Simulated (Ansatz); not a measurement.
# Ta₂H: what symmetry allows forces and stress to be

```
CELL_PARAMETERS angstrom
2.42550 -1.62416 0.00000
2.42550 1.62416 0.00000
-0.59391 0.00000 4.84764
ATOMIC_POSITIONS crystal
Ta 0.23364 0.23364 0.26256
Ta 0.77014 0.77014 0.76838
H 0.50000 0.50000 0.00000
```

All numbers below come from Ansatz 0.2.0, DFT PBEsol, scalar-relativistic, plane waves, PAW.

Cutoff 420 eV; k points 16×16×10 on the computed 3-atom cell (Γ-centred); Gaussian smearing, width 0.10 eV; no spin polarisation.

This distorted cell has space group Cm, with 2 operations.

Problem. Without a calculation: in which directions can each atom feel a force?

Solution. A force must be left unchanged by every operation that keeps its atom in place, so it lies in the space that those operations leave fixed. Atoms that the group maps onto each other feel forces of one size.
```csv
atom,site symmetry,operations at the site,equivalent to atom,allowed force (Cartesian)
Ta1,m,2,1,"in the plane normal to (0.00, 1.00, 0.00)"
Ta2,m,2,2,"in the plane normal to (0.00, 1.00, 0.00)"
H3,m,2,3,"in the plane normal to (0.00, 1.00, 0.00)"
```

That leaves 6 independent force components of 9, tied by 2 conditions that the forces sum to zero, so 4 remain. A relaxation in this cell that keeps the symmetry moves the atoms in these directions alone.

Problem. And the stress tensor?

Solution. It must be invariant under the point group, which leaves 4 independent components: yz, xy vanish.

Problem. Do the computed values obey this?

Solution. Yes. Forces (eV/Å):
```
Ta1  0.261  0.000  1.604
Ta2  0.321  0.000 -2.002
H3  -0.582  0.000  0.398
```

Stress (GPa, compression positive, xx yy zz yz xz xy): -2.51 -3.72 -3.05 0.00 -0.60 0.00. The program imposes the same operations on density, forces and stress, so this confirms the analysis and is no independent test of the calculation.

Spin–orbit coupling is left out, which can shift energies with elements as heavy as these.